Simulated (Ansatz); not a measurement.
LiZn under compression and expansion

```cif
data_structure
_symmetry_space_group_name_H-M 'Fd-3m:1'
_symmetry_Int_Tables_number 227
_cell_length_a 6.2220
_cell_length_b 6.2220
_cell_length_c 6.2220
_cell_angle_alpha 90.000
_cell_angle_beta 90.000
_cell_angle_gamma 90.000
_cell_volume 240.87
loop_
_atom_site_label
_atom_site_type_symbol
_atom_site_symmetry_multiplicity
_atom_site_Wyckoff_symbol
_atom_site_fract_x
_atom_site_fract_y
_atom_site_fract_z
_atom_site_occupancy
Li1 Li 8 a 0.50000 0.00000 0.50000 1
Zn1 Zn 8 b 0.00000 0.00000 0.50000 1
```

The runs use the primitive cell with vectors (0.000, 3.111, 3.111), (3.111, 0.000, 3.111), (3.111, 3.111, 0.000) Å, to which the k mesh refers.

The cell comes from COD entry 1539532, which wasn't checked; take it as a given geometry. It is an old determination, and later ones may differ.

Methods: DFT, LDA, all-electron LAPW, scalar-relativistic (Ansatz 0.2.0); DFT, LDA, PAW with Ansatz's default frozen-core files, scalar-relativistic (Ansatz 0.2.0).

For LAPW: a Γ-centred 9×9×9 k mesh, Fermi–Dirac smearing of 0.08 eV, basis error target 0.5 meV/atom, no spin polarisation. PAW takes a cutoff of 420 eV at this cell (files made with PBE, cores remade for this functional). The Ansatz runs share mesh, smearing and spin set-up. Plane-wave (PAW) pressures include the program's estimate of the Pulay term.

The cell above is scaled evenly, with fractional coordinates and shape held.

```tsv
V/V(cell)	V (Å³/atom)	P, LAPW (GPa)	P, PAW (GPa)	free energy over the lowest listed, PAW (meV/atom)
0.9400	14.151	-3.63	-3.63	0.0
0.9600	14.452	-4.40	-4.40	7.6
0.9800	14.754	-5.08	-5.08	16.5
0.9900	14.904	-5.38	-5.39	21.4
1.0000	15.055	-5.67	-5.67	26.6
1.0100	15.205	-5.94	-5.94	32.1
1.0200	15.356	-6.19	-6.20	37.8
1.0400	15.657	-6.65	-6.65	49.8
1.0600	15.958	?	?	?
```

Q: Fill in the row V/V(cell) = 1.0600.

A: P, LAPW (GPa) = -7.05, P, PAW (GPa) = -7.05, free energy over the lowest listed, PAW (meV/atom) = 62.7.
